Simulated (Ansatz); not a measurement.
# SiNi3 at a changed volume: Field gradients at the nuclei

The cell is a COD entry, relaxed with PBE at fixed cell and then changed (volume scaled by 0.96, ions relaxed).

```
Si Ni
1.0
     3.50311    0.00000    0.00000
     0.00000    3.50311    0.00000
     0.00000    0.00000    3.50311
Si Ni
1 3
Cartesian
  0.0000 0.0000 0.0000
  0.0000 1.7516 1.7516
  1.7516 0.0000 1.7516
  1.7516 1.7516 0.0000
```

Sites (sets of like atoms) are named by element and the number of their first atom in this list.

All values are calculated (Ansatz; DFT, PBE, plane waves and PAW, scalar-relativistic, collinear spin, 420 eV cutoff, Γ-centred 13×13×13 k-points, Fermi–Dirac smearing 0.05 eV), not measured. Start moments as typed (μB): 1.5 on each Ni, none on the rest.

Conventions: |V_zz| ≥ |V_yy| ≥ |V_xx|, η = (V_xx − V_yy)/V_zz, C_Q = eQV_zz/h.

⁶¹Ni: I = 3/2, Q = 162.0 mb. Nuclear quadrupole moments: year-2017 set (Pyykkö).

```
site  atoms (order as listed)                     first shell  V_xx, V_yy, V_zz (10²¹ V/m²)     η  C_Q (MHz)
  Si                        1                 12 Ni at 2.48 Å              0.00, 0.00, 0.00     –          –
  Ni                  2, 3, 4  4 Si at 2.48 Å, 8 Ni at 2.48 Å             2.39, 2.39, -4.77  0.00      -18.7
```

An axis of threefold or higher order runs through Ni, so V_zz lies along it and η is zero. Si sits on a cubic site, where every gradient vanishes.

Si has no stable isotope with a ground-state quadrupole moment in the table, so no C_Q is given.

The run finds no gap above 0.1 eV (a metal, or nearly one), so the gradients can move by 10 % or more with the k-mesh. With these PAW files V_zz is typically within 2 to 3 % of all-electron values, but misses above 10 % occur on Ni. The start moments die out, and the run ends without spin.

The relaxation (1 step) took 16 s of wall time (16 s of CPU time) and 0.59 GiB at its peak, on 1 thread of Intel Xeon 6975P-C (Granite Rapids) (x86_64; 16 cores open to the job, memory cap 3.0 GiB, no GPU), a shared host with a load of 0.1 a core.
